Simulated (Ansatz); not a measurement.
Data:

Ge (diamond)

```
CELL_PARAMETERS angstrom
      0.00000     2.88084     2.88084
      2.88084     0.00000     2.88084
      2.88084     2.88084     0.00000
ATOMIC_POSITIONS crystal
  Ge 0.50000 0.50000 0.50000
  Ge 0.75000 0.75000 0.75000
```

A phonon eigenvector at Γ is frozen into this cell: atom i moves by Q times the vector below, so Q is the largest atomic displacement, in Å. The cell is held. It is one choice among 3 degenerate patterns.

| atom | x | y | z |
|---|---|---|---|
| Ge1 | 0.000 | 0.000 | 1.000 |
| Ge2 | 0.000 | 0.000 | -1.000 |

The numbers are results of PBE (plane waves to 420 eV, PAW, scalar-relativistic; Ansatz, a program for electronic structure), not measurements. k mesh 14×14×14 (Γ-centred), Fermi-Dirac smearing 0.05 eV. The energy includes the smearing's −TS. With partly filled bands, energies and forces of such displacements shift with the k mesh and the smearing. Ge was relaxed with its symmetry unable to fall. The zero of ΔE is the undisplaced structure.

The scan covers Q from -0.100 to 0.100 Å in 13 points.

**Question.** Is this a single well or a double well?

**Answer.** A single well with its minimum at or next to zero displacement.

**Question.** Which space group does the distorted structure have?

**Answer.** Imma (No. 74), lowered from Fd-3m.

**Question.** Is the energy the same for equal positive and negative displacements?

**Answer.** Even: the same for both signs.

**Question.** What is the energy change at Q = 0.100 Å?

**Answer.** 197 meV/cell.

**Question.** What harmonic wavenumber does the curvature at Q = 0 give?

**Answer.** 272 cm⁻¹.

(A displaced cell: forces are minus the slopes of the energy, force constants its curvatures, and phonons follow from these.)
